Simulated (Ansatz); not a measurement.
TaAgO₃:
```
TaAgO3
1.0
    2.70645     1.56257     4.57260
   -2.70645     1.56257     4.57260
    0.00000    -3.12514     4.57260
Ta O Ag
2 6 2
Cartesian
  0.00000   0.00000   0.00555
  0.00000   0.00000   6.86444
  0.40362   1.56251   8.00829
 -1.55499  -0.43171   8.00829
  1.15137  -1.13080   8.00829
  1.55508   0.43177   5.72200
 -0.40362  -1.56262   5.72200
 -1.15146   1.13085   5.72200
  0.00000   0.00000   3.43534
  0.00000   0.00000  10.29423
```

x, y and z are the axes in which the lattice vectors are written.

Problem. Give the proper piezoelectric stress tensor with relaxed ions from LDA (plane waves, PAW; program Ansatz).

Solution. In C/m², rows x, y, z, Voigt columns; mesh uncertainty up to 0.00.
```
 0.00   0.00   0.00   0.00  -0.01   0.02
 0.02  -0.02   0.00  -0.01   0.00   0.00
 0.11   0.11  -0.14   0.00   0.00   0.00
```

The elastic tensor of the same run (GPa):

```json
[
 {"": "1", "1": "339", "2": "156", "3": "178", "4": "-36.9", "5": "0.0", "6": "0.0"},
 {"": "2", "1": "156", "2": "339", "3": "178", "4": "36.9", "5": "0.0", "6": "0.0"},
 {"": "3", "1": "178", "2": "178", "3": "288", "4": "0.0", "5": "0.0", "6": "0.0"},
 {"": "4", "1": "-36.9", "2": "36.9", "3": "0.0", "4": "75.5", "5": "0.0", "6": "0.0"},
 {"": "5", "1": "0.0", "2": "0.0", "3": "0.0", "4": "0.0", "5": "75.5", "6": "-36.9"},
 {"": "6", "1": "0.0", "2": "0.0", "3": "0.0", "4": "0.0", "5": "-36.9", "6": "91.6"}
]
```

Problem. Convert to strain constants d = e·S.

Solution. In pC/N:
```
 0.0   0.0   0.0   0.0   0.0   0.2
 0.1  -0.1   0.0   0.0   0.0   0.0
 0.7   0.7  -1.4   0.0   0.0   0.0
```

Space group R-3c. The workflow started from an entry of the Crystallography Open Database (COD); the relaxed space group is not among those it files for this formula. COD files the formula under space group No. 161, so this cell is another polymorph or a model. Whether it is the stable phase at ambient conditions was not checked. The cell was relaxed with LDA under the symmetry of its start; phonons on a q-mesh show no instability. No spin polarisation was allowed. Spin–orbit coupling is left out wherever it is not named.

Potentials: the later of the program's two PAW sets.
